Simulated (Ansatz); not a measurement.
NbB2: do energies and stresses tell the same story?

All numbers below come from DFT r2SCAN, scalar-relativistic, plane waves, PAW (Ansatz).

Plane waves to 500 eV, a k mesh through Γ of 18×18×12 on the computed 3-atom cell and Gaussian smearing (0.10 eV); no spin polarisation.

Relaxed cell: P6/mmm, a = 3.103 Å, b = 3.103 Å, c = 3.321 Å, α = 90.00°, β = 90.00°, γ = 120.00°, 3 atoms in the primitive cell. Whether it is the stable form of this composition wasn't checked.

Energies at zero smearing and pressures from the stress tensor, at volumes with shape and atoms relaxed:
| V (Å³/atom) | E − E(first) (meV/atom) | P (GPa) |
| --- | --- | --- |
| 8.124 | 0.00 | 48.65 |
| 8.401 | -70.68 | 33.57 |
| 8.678 | -117.20 | 20.63 |
| 8.955 | -142.98 | 9.53 |
| 9.232 | -150.96 | -0.01 |
| 9.509 | -143.65 | -8.20 |
| 9.786 | -123.21 | -15.24 |
| 10.155 | -78.69 | -23.09 |

Task: Check P = −dE/dV between neighbouring volumes, and get the bulk modulus from the pressures alone.

Result: With 1 eV/Å³ = 160.2 GPa:
```
middle V (Å³/atom)  −ΔE/ΔV (GPa) mean P (GPa)
             8.263        40.886        41.109
             8.540        26.910        27.101
             8.817        14.917        15.083
             9.093         4.618         4.763
             9.370        -4.229        -4.105
             9.647       -11.828       -11.723
             9.971       -19.314       -19.167
```

The two differ by 0.22 GPa at most. The mean of two end pressures misses the average over a step by about ΔV² P″/12, up to 0.19 GPa here; with that taken off 0.03 GPa remains. The stress is the derivative of the free energy, not of the energy at zero smearing, and with free energies 0.01 GPa remains. Around V = 9.232 Å³/atom, the two neighbours give B = −V ΔP/ΔV = 9.232 × 17.74 / 0.554 = 295.6 GPa, against B0 = 294.1 GPa from the Birch–Murnaghan fit of the energies.

Cost: 9 runs of about 12 core-minutes in all, on Intel Xeon Processor @ 2.50GHz (Skylake/Cascade Lake) (shared hosts).